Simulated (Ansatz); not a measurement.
Trial structure of HfC₅, not yet relaxed:

```cif
data_structure
_symmetry_space_group_name_H-M 'P 1'
_symmetry_Int_Tables_number 1
_cell_length_a 3.0063
_cell_length_b 3.0063
_cell_length_c 14.2596
_cell_angle_alpha 90.000
_cell_angle_beta 90.000
_cell_angle_gamma 120.000
_cell_volume 111.61
loop_
_atom_site_label
_atom_site_type_symbol
_atom_site_fract_x
_atom_site_fract_y
_atom_site_fract_z
_atom_site_occupancy
Hf1 Hf 0.00000 0.00000 0.00000 1
C1 C 0.66667 0.33333 0.85337 1
C2 C 0.00000 0.00000 0.67605 1
C3 C 0.66667 0.33333 0.50000 1
C4 C 0.00000 0.00000 0.32395 1
C5 C 0.66667 0.33333 0.14663 1
```

These are results of DFT PBE, scalar-relativistic, plane waves, PAW (Ansatz 0.2.0), not measurements. Cutoff 420 eV; k points 6×6×2 on the computed 6-atom cell (Γ-centred); Gaussian smearing, width 0.10 eV; no spin polarisation.

Energies over the elements count from the elements' standard structures at the same level, with no fitted energy shifts.

Task: How far from equilibrium is it?

Result: The pressure is -19.4 GPa (the mean over three directions, positive in compression), the largest force is 1.71 eV/Å, and the energy is +4.85 eV/atom against the elements. The shortest distance is 2.72 Å.

Task: How much does it gain on relaxing, and where does it end?

Result: Relaxing gains about 3.6 eV/atom (the start's value is from the coarse mesh, so the gain is rough) in 37 ionic steps and ends at +1.23 eV/atom on the finer mesh. The symmetry stays P-6m2 (No. 187). The volume per atom shrinks by 52.7 %, from 18.6 to 8.8 Å³. The shortest distance goes from 2.72 Å (Hf–C) to 1.44 Å (C–C). The ratio c/a of the conventional cell changes by a factor of 0.71. Conventional cell: a = 2.630 Å, c = 8.814 Å. Around Hf lie 2 C at 2.45 Å and 6 Hf at 2.63 Å; C on a site of symmetry 3m is surrounded by 1 C at 1.44 Å and 3 C at 1.60 Å; C on a second site of symmetry 3m has 3 C at 1.60 Å and 1 Hf at 2.45 Å; 1 more site not described.

The last run used an 18×18×4 mesh (in the run's order of axes) for its 6-atom cell and Gaussian smearing of 0.10 eV. Spin–orbit coupling, which can matter for Hf, is left out. The reference form of C is held partly by dispersion forces, which this level lacks. The relaxation can't lower the symmetry of the start. A structure relaxed within its symmetry needn't be a true minimum. Another cell of HfC5 relaxed alike, in R-3m, lies 239 meV/atom lower, so this cell isn't the stable form at this level.
